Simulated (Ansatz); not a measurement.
InAs:
```
CELL_PARAMETERS angstrom
      0.00000     3.05416     3.05416
      3.05416     0.00000     3.05416
      3.05416     3.05416     0.00000
ATOMIC_POSITIONS crystal
  As 0.75000 0.75000 0.75000
  In 0.00000 0.00000 0.00000
```

DFT-r²SCAN in the program Ansatz with PAW potentials gives a gap of 0.08 eV without spin–orbit coupling, maximum at Γ, minimum at Γ.

Problem. What happens when spin–orbit coupling is switched on?

Solution. The gap closes at this level.

Space group F-43m (zinc blende). Symmetry was held in the r²SCAN relaxation.

Potentials: the later of the program's two PAW sets.
